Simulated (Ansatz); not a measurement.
The elements of this relaxed trial crystal are hidden behind letters.

```
lattice vectors (Å)
   5.3359    0.0000    0.0000
  -2.6679    4.6210    0.0000
   0.0000    0.0000   25.9423
fractional positions
X 0.3333 0.6667 0.7392
X 0.3333 0.6667 0.0869
X 0.6667 0.3333 0.9131
X 0.6667 0.3333 0.2608
Z 0.3333 0.6667 0.4240
Z 0.6667 0.3333 0.5760
```

Level of theory: DFT PBE, scalar-relativistic, plane waves, PAW (Ansatz 0.2.0). Settings of the last relaxation (6-atom cell): 420 eV, 12×12×2 k points, Gaussian smearing of 0.10 eV, no spin polarisation.

- Space group: P-3m1 (No. 164)
- Conventional cell: a = 5.336 Å, c = 25.942 Å
- Volume per atom: 106.61 Å³
- Density: 1.82 g/cm³
- Formation energy: 0.00 eV/atom
- Gap on the 12×12×2 mesh of the 6-atom cell: 0 eV (a metal)

Energies are uncorrected and count from the elements' standard states at the same level.

Question: X is an s-block element of period 6 and Z is an s-block element of period 5. Which elements are they?

Answer: X = Cs, Z = Rb, so the formula is Cs2Rb. Density times volume gives a mean mass of 1.82 × 106.61/1.6605 = 116.9 u per atom, and this set has 117.1 u. Among the elements that the hints allow, only these give it. Cs on its first site has 3 Rb at 5.24 Å and 9 Cs at 5.34–5.46 Å; Cs on its second site is surrounded by 12 Cs at 5.34–5.46 Å; Rb is surrounded by 3 Rb at 5.00 Å, 3 Cs at 5.24 Å and 6 Rb at 5.34 Å.

A later test with randomly moved atoms ended 1 meV/atom lower on a coarse mesh, in C2/m at a loose tolerance, which is no clear verdict on its stability.
